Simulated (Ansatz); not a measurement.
CoSi2 (fluorite or antifluorite type, Fm-3m) at seven volumes, plane-wave PAW r²SCAN (Ansatz code), scaled uniformly. One row is withheld.

```tsv
V (Å³/atom)	P (GPa)
11.383	22.96
11.759	14.02
12.134	6.44
12.509	0.00
12.885	?
13.260	-10.07
13.635	-13.96
```

Fit the shown pressures and predict the withheld one.

P = (3/2)B₀(x^(7/2) − x^(5/2))[1 + (3/4)(B′ − 4)(x − 1)] with x = (V₀/V)^(2/3). Least squares on the six rows gives V₀ = 12.510 Å³/atom, B₀ = 197 GPa, B′ = 4.49. At V = 12.885, x = 0.9805 and P = -5.45 GPa. The run itself gave -5.46 GPa.

Symmetry was held in the r²SCAN relaxation; of distortions, only those at the zone centre were tested. No spin polarisation was allowed.

Potentials: the earlier of the program's two PAW sets.
